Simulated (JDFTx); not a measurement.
Reference run:

```json
{
  "surface": "Cu(100)",
  "bulk": "Cu, Fm-3m, lattice of mp-30 (not re-optimised)",
  "slab": "5 atoms in 5 planes, 1x1, 7.2 Å between the outermost planes",
  "in-plane cell": "2.530 × 2.530 Å, 6.40 Å²",
  "cell_height": "23.2 Å",
  "sampling": "8×8×1 k mesh, Fermi smearing 0.01 Ha, no spin polarisation"
}
```

The reference is PBE, GBRV ultrasoft potentials, plane waves to 20/100 Ha; code: a modified build of JDFTx. Unrelaxed; liquid: linear PCM (GLSSA13), water, 1 M NaF. The electron chemical potential μ is absolute (zero in the bulk liquid) and is turned into a potential by U = −μ/e − 4.44 V vs SHE, a convention.

```tsv
run	F per atom, vacuum (eV)	TS per atom (eV)	k states	plane waves per k	work function (eV)	U_pzc (V)
run 1	-5492.427	0.520	15	4282	4.67	-0.06
run 2 (reference)	-5492.255	0.090	15	4282	4.59	-0.11
run 3	-5492.224	0.020	15	4282	4.56	-0.14
run 4	-5492.218	0.008	15	4282	4.55	-0.15
```

Problem. One setting differs between these runs. Which?
A. functional
B. k mesh
C. Fermi smearing width
D. cell height

Solution. C, Fermi smearing width. The values, in order: 0.02 Ha; 0.01 Ha; 0.005 Ha; 0.003 Ha.
